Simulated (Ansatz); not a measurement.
Values for one crystal, relaxed and computed with plane-wave PAW PBE+D3(BJ) (Ansatz code); other levels are named.

- Volume per atom: 12.84 Å³
- Electronic character: metallic (no gap)
- Debye temperature from the elastic constants: 347 K
- Bulk modulus (Birch–Murnaghan fit): 198 GPa
- Pressure derivative B′: 3.8
- Density of states at the Fermi level: 1.7 states/eV per atom (mean over ±0.08 eV)
- Mechanical stability: stable (all eigenvalues of C positive)

**Question.** Which of these materials gives this?
A. Na, bcc (W type)
B. V, bcc (W type)
C. Nb, bcc (W type)
D. Li, bcc (W type)

**Answer.** B, V, bcc (W type)

Space group Im-3m (bcc (W type)). Symmetry was held in the PBE+D3(BJ) relaxation. The workflow began spin-polarised and lost its moments. The pairwise dispersion correction was not fitted to metals. As this level gives no gap, shear constants depend on the k-mesh and smearing (Fermi–Dirac, 0.1 eV here). On the denser mesh and wider smearing of the elastic run this cell carries a stress of 0.4 GPa.

Potentials: the later of the program's two PAW sets.
